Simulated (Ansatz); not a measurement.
Total density of states per atom from plane-wave PAW r²SCAN (Ansatz code), in 0.25 eV bins, energy from the Fermi level:

(E (eV), states/eV/atom): (-7.85, 0.00); (-7.60, 0.00); (-7.35, 0.00); (-7.10, 0.00); (-6.85, 0.00); (-6.60, 0.00); (-6.35, 0.00); (-6.10, 0.06); (-5.85, 0.19); (-5.60, 0.83); (-5.35, 0.52); (-5.10, 0.26); (-4.85, 0.26); (-4.60, 0.87); (-4.35, 0.85); (-4.10, 0.55); (-3.85, 0.91); (-3.60, 0.74); (-3.35, 0.53); (-3.10, 0.70); (-2.85, 1.32); (-2.60, 1.01); (-2.35, 1.14); (-2.10, 1.08); (-1.85, 0.67); (-1.60, 0.57); (-1.35, 0.86); (-1.10, 1.07); (-0.85, 1.40); (-0.60, 1.27); (-0.35, 0.53); (-0.10, 0.33); (0.15, 0.43); (0.40, 0.52); (0.65, 0.53); (0.90, 0.58); (1.15, 0.62); (1.40, 0.71); (1.65, 1.08); (1.90, 1.15); (2.15, 1.35); (2.40, 1.46); (2.65, 1.29); (2.90, 1.57); (3.15, 1.30); (3.40, 1.10)

### Question
Pick the material that matches.
A) SiC, wurtzite
B) SiC, zinc blende
C) V3Si2Mo3, R32 (V on 9d, Si on 6c, Mo on 9e)
D) ZrSiRu, P-62m (Zr on 3g, Si on 1b, Si on 2c, Ru on 3f)

### Answer
C, V3Si2Mo3, R32 (V on 9d, Si on 6c, Mo on 9e). Within 0.5 eV of the Fermi level: V 3d 57 %, Mo 4d 31 %, Si 3p 5 %. Projections are on Löwdin-orthogonalised atomic valence shells; empty p or d shells of many metals are not among them.

The workflow started from a Materials Project entry (that database holds measured and hypothetical structures alike); the Crystallography Open Database copy checked does not list it. With V and Mo taken as one species the cell has the higher symmetry Pm-3n, so it may be an ordered model of a mixed-site phase. Whether it is the stable phase at ambient conditions was not checked. The cell was relaxed with r²SCAN under the symmetry of its start; whether a distortion lowers the energy is not shown. No spin polarisation was allowed. Scalar-relativistic: spin–orbit coupling is off unless named, which matters more the heavier the elements.

Potentials: the later of the program's two PAW sets.
